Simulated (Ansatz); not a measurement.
## Data sheet: In (DFT)

In:
Space group Pm-3m (No. 221); a = 3.0932 Å, b = 3.0932 Å, c = 3.0932 Å, α = 90.00°, β = 90.00°, γ = 90.00°

```tsv
atom	site	symmetry	x	y	z
In	1a	m-3m	0.0000	0.0000	0.0000
```

Space group Pm-3m (No. 221), simple cubic; conventional cell a = b = c = 3.093 Å, α = β = γ = 90.00°.

Method: plane-wave PAW PBE (Ansatz code). Geometry: relaxed at this level of theory. Other levels are named where they apply.

Cell and energy:

```json
{
  "volume_per_atom": "29.59 Å³",
  "density": "6.44 g/cm³"
}
```

Electronic structure:

```json
{
  "electronic_character": "metallic (no gap)",
  "Density of states at the Fermi level": "0.58 states/eV per atom (mean over ±0.08 eV)",
  "Gap with spin–orbit coupling": "none (metallic)"
}
```

Mechanics:

```json
{
  "Elastic constants (relaxed ions, GPa)": "C11 = 70.5, C12 = 10.6, C44 = -5.9",
  "mechanical_stability": "unstable (C has a negative eigenvalue)"
}
```

A made-up cell: these elements were put on the sites of a structure type; neither database checked (COD, Materials Project) lists it. It is not the phase usual at ambient conditions (space group No. 139). The PBE relaxation kept the symmetry of its start. As this level gives no gap, shear constants depend on the k-mesh and smearing (Fermi–Dirac, 0.1 eV here). Spin–orbit coupling is left out wherever it is not named.

Potentials: the later of the program's two PAW sets.
